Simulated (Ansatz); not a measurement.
CaGeO3:
```xyz
20
Lattice="5.3046 0.0000 0.0000 0.0000 7.4536 0.0000 0.0000 0.0000 5.2597" Properties=species:S:1:pos:R:3 pbc="T T T"
Ca     0.2166     1.8634     5.2138
Ca     5.0880     5.5902     0.0459
Ca     2.4357     5.5902     2.5839
Ca     2.8689     1.8634     2.6758
Ge     2.6523     0.0000     0.0000
Ge     0.0000     0.0000     2.6299
Ge     0.0000     3.7268     2.6299
Ge     2.6523     3.7268     0.0000
O      1.5294     3.4405     3.7367
O      3.7752     4.0132     1.5230
O      1.1229     4.0132     1.1069
O      4.1817     3.4405     4.1529
O      4.1817     0.2863     4.1529
O      1.1229     7.1673     1.1069
O      3.7752     7.1673     1.5230
O      1.5294     0.2863     3.7367
O      2.5723     1.8634     0.3879
O      2.7323     5.5902     4.8718
O      0.0800     5.5902     3.0178
O      5.2246     1.8634     2.2419
```

The program Ansatz at the PBEsol level (PAW) gives a gap of 2.34 eV without spin–orbit coupling, maximum at U, minimum at Γ.

What happens when spin–orbit coupling is switched on?

The gap rises by 0.01 eV, to 2.35 eV; maximum at U, minimum at Γ.

Give the electron effective mass with spin–orbit coupling.

0.46, 0.60, 0.75 mₑ (principal values).

Space group Pnma. The first step of the workflow began from a Materials Project structure, measured or hypothetical; the Crystallography Open Database files this formula in space group No. 62, but the cells were not matched. Whether it is the stable phase at ambient conditions was not checked. Symmetry was held in the PBEsol relaxation; whether a distortion lowers the energy is not shown.

Potentials: the later of the program's two PAW sets.
